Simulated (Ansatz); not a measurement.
## Calculated with Ansatz: HfGeF, relaxation

input.yaml:

```yaml
crystal:
  lattice:
    - [3.369633, 0.0, 0.0]
    - [0.0, 3.369633, 0.0]
    - [0.0, 0.0, 7.401003]
  atoms:
    - { symbol: Hf, position: [0.0, 0.5, 0.241] }
    - { symbol: Hf, position: [0.5, 0.0, 0.759] }
    - { symbol: F, position: [0.0, 0.5, 0.62] }
    - { symbol: F, position: [0.5, 0.0, 0.38] }
    - { symbol: Ge, position: [0.0, 0.0, 0.0] }
    - { symbol: Ge, position: [0.5, 0.5, 0.0] }
  symmetry: { tolerance: 0.0003 }
kpoints:
  mp_grid: { grid: [5, 5, 3], shift: [0, 0, 0] }
magnetization:
  spin_polarized: true
scf:
  occupations: { method: fermi_dirac }
hamiltonian:
  pseudopotentials: { kind: paw }
  xc: pbe
basis:
  ecutwfc: 420
output:
  forces: true
  stress: true
  eigenvalues: true
relax:
  max_steps: 40
  cell: {}
```

Run with:

```bash
ansatz run input.yaml --threads 1 --pin off --max-ram 2560MiB --backend cpu --events-out ev --progress --plain --runs-dir out
```

Origin of the cell: a known structure type with other elements, at an estimated volume, so it need not be a known compound.

The smearing width isn't typed, so it takes its default of 0.1 eV.

Output (shortened):

```
SCF iter   1: F=—  HF=-41715.384715 eV  Δρ=3.40e-1  dr2=7.76e2  dr2_m=0.00e0  M=0.000 μB ∫|m|=0.000 μB
SCF iter   2: F=—  HF=-41656.118607 eV  Δρ=6.31e-2  dr2=3.16e1  dr2_m=0.00e0  M=0.000 μB ∫|m|=0.000 μB  defer=4
SCF iter   3: F=—  HF=-41653.944740 eV  Δρ=3.83e-2  dr2=2.61e1  dr2_m=0.00e0  M=0.000 μB ∫|m|=0.000 μB  defer=27
SCF iter   4: F=—  HF=-41650.173279 eV  Δρ=2.74e-2  dr2=1.34e1  dr2_m=0.00e0  M=0.000 μB ∫|m|=0.000 μB  defer=16
SCF iter   5: F=—  HF=-41648.297308 eV  Δρ=2.26e-2  dr2=4.80e0  dr2_m=0.00e0  M=0.000 μB ∫|m|=0.000 μB  defer=12
SCF iter   6: F=—  HF=-41645.892996 eV  Δρ=2.65e-2  dr2=5.56e-1  dr2_m=3.88e-1  M=2.689 μB ∫|m|=2.689 μB  defer=10
SCF iter   7: F=—  HF=-41647.091247 eV  Δρ=1.84e-2  dr2=5.49e-1  dr2_m=1.85e-1  M=0.777 μB ∫|m|=0.847 μB  defer=15
SCF iter   8: F=—  HF=-41647.241080 eV  Δρ=1.08e-2  dr2=3.22e-1  dr2_m=4.45e-2  M=0.596 μB ∫|m|=0.651 μB  defer=28
SCF iter   9: F=—  HF=-41647.286465 eV  Δρ=4.38e-3  dr2=1.79e-1  dr2_m=2.36e-3  M=0.306 μB ∫|m|=0.334 μB  defer=30
SCF iter  10: F=—  HF=-41647.270448 eV  Δρ=2.00e-3  dr2=7.01e-2  dr2_m=5.20e-4  M=0.138 μB ∫|m|=0.155 μB  defer=29
SCF iter  11: F=—  HF=-41647.263900 eV  Δρ=1.98e-3  dr2=1.64e-2  dr2_m=7.18e-5  M=-0.040 μB ∫|m|=0.043 μB  defer=20
SCF iter  12: F=—  HF=-41647.257812 eV  Δρ=6.27e-4  dr2=3.59e-3  dr2_m=0.00e0  M=0.000 μB ∫|m|=0.000 μB  defer=7
SCF iter  13: F=—  HF=-41647.257353 eV  Δρ=3.52e-4  dr2=1.44e-3  dr2_m=0.00e0  M=0.000 μB ∫|m|=0.000 μB  defer=7
SCF iter  14: F=—  HF=-41647.257206 eV  Δρ=1.98e-4  dr2=6.79e-4  dr2_m=0.00e0  M=0.000 μB ∫|m|=0.000 μB  defer=7
SCF iter  15: F=—  HF=-41647.257069 eV  Δρ=9.01e-5  dr2=1.52e-4  dr2_m=0.00e0  M=0.000 μB ∫|m|=0.000 μB  defer=7
SCF iter  16: F=—  HF=-41647.257032 eV  Δρ=1.04e-4  dr2=4.39e-5  dr2_m=0.00e0  M=0.000 μB ∫|m|=0.000 μB  defer=7
SCF iter  17: F=—  HF=-41647.256994 eV  Δρ=3.39e-5  dr2=1.28e-5  dr2_m=0.00e0  M=0.000 μB ∫|m|=0.000 μB  defer=7
SCF iter  18: F=—  HF=-41647.256993 eV  Δρ=1.11e-5  dr2=6.48e-7  dr2_m=0.00e0  M=0.000 μB ∫|m|=0.000 μB  defer=7
SCF iter  19: F=-41647.256993 eV  HF=-41647.256993 eV  Δρ=4.03e-6  dr2=7.33e-8  dr2_m=0.00e0  M=0.000 μB ∫|m|=0.000 μB
relax step   1: F+E_penalty+E_count = -41647.256993 eV  Δ(F+E_penalty+E_count) = +0.000e0 eV  max|allowed force component| = 7.791e0 eV/Å  Δτ_max = 0.0000 Å  P = +40.908 GPa  Ω = 84.034 Å³  ( […]
relax step   2: F+E_penalty+E_count = -41650.062390 eV  Δ(F+E_penalty+E_count) = -2.805e0 eV  max|allowed force component| = 1.356e0 eV/Å  Δτ_max = 0.1949 Å  P = +9.629 GPa  Ω = 91.793 Å³  en […]
relax step   3: F+E_penalty+E_count = -41650.682123 eV  Δ(F+E_penalty+E_count) = -6.197e-1 eV  max|allowed force component| = 8.668e-1 eV/Å  Δτ_max = 0.1946 Å  P = +3.290 GPa  Ω = 94.694 Å³ […]
relax step   4: F+E_penalty+E_count = -41650.639065 eV  Δ(F+E_penalty+E_count) = +4.306e-2 eV  max|allowed force component| = 2.339e0 eV/Å  Δτ_max = 0.1956 Å  P = +9.969 GPa  Ω = 93.810 Å³  e […]
relax step   5: F+E_penalty+E_count = -41650.896855 eV  Δ(F+E_penalty+E_count) = -2.147e-1 eV  max|allowed force component| = 5.689e-1 eV/Å  Δτ_max = 0.0969 Å  P = +0.805 GPa  Ω = 97.134 Å³ […]
[… 9 lines left out …]
relax step  15: F+E_penalty+E_count = -41651.202037 eV  Δ(F+E_penalty+E_count) = -1.671e-4 eV  max|allowed force component| = 3.122e-3 eV/Å  Δτ_max = 0.0062 Å  P = -0.027 GPa  Ω = 107.357 Å³ […]
relax step  16: F+E_penalty+E_count = -41651.221186 eV  Δ(F+E_penalty+E_count) = -1.915e-2 eV  max|allowed force component| = 3.835e-3 eV/Å  Δτ_max = 0.0000 Å  P = +0.068 GPa  Ω = 107.357 Å³  stress off target by 1.88e-1 GPa […]
relax step  17: F+E_penalty+E_count = -41651.221039 eV  Δ(F+E_penalty+E_count) = +1.473e-4 eV  max|allowed force component| = 2.699e-2 eV/Å  Δτ_max = 0.0050 Å  P = +0.140 GPa  Ω = 107.826 Å³ […]
relax step  18: F+E_penalty+E_count = -41651.220778 eV  Δ(F+E_penalty+E_count) = +2.607e-4 eV  max|allowed force component| = 9.466e-3 eV/Å  Δτ_max = 0.0011 Å  P = -0.025 GPa  Ω = 108.035 Å³ […]
relax step  19: F+E_penalty+E_count = -41651.222022 eV  Δ(F+E_penalty+E_count) = -1.244e-3 eV  max|allowed force component| = 9.546e-3 eV/Å  Δτ_max = 0.0000 Å  P = -0.022 GPa  Ω = 108.035 Å³  stress off target by 4.05e-2 GPa […]
SCF 20 converged in 7 iterations: F = -41651.222022 eV  dr2 = 7.61e-12
basis re-selected at this cell: Δ(F+E_penalty+E_count) = -1.244e-3 eV, ΔP = +0.004 GPa vs the last step (what re-selecting the basis moved, of the pressure what is left beyond the Pulay corre […]
SCF converged after 7 iterations
Magnetization: 0.0000 μB (47.0000 up, 47.0000 down)
Absolute magnetization: 0.0000 μB (∫|ρ↑−ρ↓|)
Spin contamination: 0.0000 ħ² per cell (⟨S²⟩ above its minimum at these occupations)
Per-site moments (μB) at R_I (Å): [(0.0, 0.850921), (0.0, 0.850921), (0.0, 0.850921), (0.0, 0.850921), (0.0, 1.125459), (0.0, 1.125459)]
Free energy (F): -41651.222022 eV
Harris-Foulkes:  -41651.222022 eV  (|F-HF|=3.64e-11)
Internal energy: -41651.124630 eV  (E = F + TS)
E sigma→0 (E₀):  -41651.173326 eV
Entropy (-TS):   -0.097392 eV (-16.232 meV/atom)
Fermi energy:    13.477417 eV
--- Per-component energies (eV) ---
  E_band       = -486.410447
  E_kinetic    = 1478.120031
  E_local      = -17494.652885  (includes V_loc(G=0)·N_el)
  E_nonlocal   = -1505.487093
  E_hartree    = 7902.290484
  E_xc         = -908.930824
  E_vxc        = -863.747461  (∫ρ·V_xc dr)
  E_paw        = -18292.717392  (= ΣΔE_a)
  E_vpaw       = 2094.771244  (= ΣTr[D̂ρ^β])
  E_aug_tail   = 0.004673  (compensation charges beyond the density's cutoff)
  E_ewald      = -12829.751624
  E_smearing   = -0.097392  (= −TS)
  Σ components = -41651.222022   (vs F -41651.222022, Δ=0.00e0)
--- Forces (eV/Å), atoms counted from 1 ---
  atom   1  Hf     0.000000     0.000000    -0.009546
  atom   2  Hf     0.000000     0.000000     0.009546
  atom   3  F      0.000000     0.000000     0.002744
  atom   4  F      0.000000     0.000000    -0.002744
  atom   5  Ge     0.000000     0.000000     0.000000
  atom   6  Ge     0.000000     0.000000     0.000000
  max |Σ_I F_I| component: 6.94e-17 eV/Å
--- Stress (GPa, compression-positive) ---
       -0.012331       0.000000       0.000000
        0.000000      -0.012331       0.000000
        0.000000       0.000000      -0.040490
  P = ⅓ Tr σ = -0.0217 GPa (-0.217 kbar)
--- Relaxed structure (16 steps of the walk, 14 accepted, 3 SCFs on fresh bases) ---
  F+E_penalty+E_count = -41651.222022 eV   max|allowed force component| = 9.546e-3 eV/Å   (the final SCF, on the basis selected at the relaxed cell)
  cell:  # Å, volume = 108.0349 Å³
    - [3.858519, 0.0, 0.0]
    - [0.0, 3.858519, 0.0]
    - [0.0, 0.0, 7.256428]
  atoms:
    - { symbol: Hf, position: [0.0, 0.5, 0.270450] }
    - { symbol: Hf, position: [0.5, 0.0, 0.729550] }
    - { symbol: F, position: [0.0, 0.5, 0.554727] }
    - { symbol: F, position: [0.5, 0.0, 0.445273] }
    - { symbol: Ge, position: [0.0, 0.0, -1.757e-19] }
    - { symbol: Ge, position: [0.5, 0.5, -1.757e-19] }
```

Caveats: no dispersion correction, so spacings can come out too large where layers or molecules are weakly bound; no moments, though an odd count or open d shells may carry them; no spin-orbit coupling, though heavy elements are present; spin is on but no moment was typed; the given cell is far from equilibrium, with atoms too close or a volume far off; the k mesh is coarse if the cell is a metal; the relaxation held the start's symmetry, so the end may be a saddle point.

Time: 83 s on 1 thread of Intel(R) Xeon(R) 6975P-C (Granite Rapids), with other jobs on the host, peak memory 0.58 GiB, from the program's own first density.
